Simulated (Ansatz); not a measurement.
NiSe₂ in space group Pa-3 (No. 205; Ni on 4b, Se on 8c), PBE in the plane-wave PAW code Ansatz, all energies at zero smearing, with the estimated change up to a 700 eV cutoff added, with one set of potentials and settings (totals compare only within such a set). Cell of 12 atoms (4 Ni, 8 Se): -67114.315 eV.

| element | reference phase | E (eV/atom) |
|---|---|---|
| Ni | Fm-3m, 1 atoms in the cell, spin-polarised | -5839.7239 |
| Se | P3_121, 3 atoms in the cell | -5469.0798 |

Formation energy per atom, worked out: (-67114.315 − 4×(-5839.7239) − 8×(-5469.0798))/12 = -0.232 eV/atom (-22 kJ per mol of atoms), at 0 K, without zero-point energy or fitted corrections.

The workflow started from a Materials Project entry (that database holds measured and hypothetical structures alike); the Crystallography Open Database files this formula in space group No. 205, but the cells were not matched. Its standing as an ambient phase is unchecked. The PBE relaxation kept the symmetry of its start; its stability against distortions is not shown here. The workflow began spin-polarised and lost its moments. The references are the lowest solids computed at this level, not always the standard phases.

Potentials: the later of the program's two PAW sets.
